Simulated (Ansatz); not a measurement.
Relaxed-ion elastic tensor of Zr2AlC in space group P6_3/mmc (No. 194; Zr on 4f, Al on 2d, C on 2a) in GPa (Voigt order), the program Ansatz at the PBEsol level (PAW); density 5.41 g/cm³, 17.01 Å³ per atom.

```
 270  67.7  67.9   0.0   0.0   0.0
67.7   270  67.9   0.0   0.0   0.0
67.9  67.9   234   0.0   0.0   0.0
 0.0   0.0   0.0  92.1   0.0   0.0
 0.0   0.0   0.0   0.0  92.1   0.0
 0.0   0.0   0.0   0.0   0.0   101
```

Is the crystal mechanically stable?

Yes: the smallest eigenvalue of C is 92.1 GPa.

Work out the Voigt, Reuss and Hill averages.

K_V = 131, K_R = 131, K_H = 131; G_V = 95.2, G_R = 94.9, G_H = 95.0 GPa.

Give Young's modulus, Poisson's ratio, Pugh's ratio and the universal anisotropy index.

E = 9KG/(3K + G) = 230 GPa; ν = 0.21; K/G = 1.38 (brittle by the Pugh limit of 1.75); A_U = 5G_V/G_R + K_V/K_R − 6 = 0.02.

Estimate the sound speeds and the Debye temperature.

v_l = √((K + 4G/3)/ρ) = 6910 m/s, v_t = √(G/ρ) = 4190 m/s, mean 4630 m/s; Θ = (h/k)(3n/4πV)^(1/3) v_m = 536 K.

Solve the Christoffel equation for the three sound speeds along x, y, z.

Eigenvalues of C_ijkl n_j n_l equal ρv². In km/s, slowest first: x 4.13, 4.33, 7.07; y 4.13, 4.33, 7.07; z 4.13, 4.13, 6.59.

How much does each axis shrink under pressure?

Linear compressibilities β_i = Σ_j S_ij (j = 1 to 3): x 2.4, y 2.4, z 2.9 per TPa.

The workflow started from a Materials Project entry (that database holds measured and hypothetical structures alike); the Crystallography Open Database copy checked does not list it. Whether it is the stable phase at ambient conditions was not checked. The PBEsol relaxation kept the symmetry of its start; whether a distortion lowers the energy is not shown. No spin polarisation was allowed. As this level gives no gap, shear constants depend on the k-mesh and smearing (Fermi–Dirac, 0.1 eV here).

Potentials: the later of the program's two PAW sets.
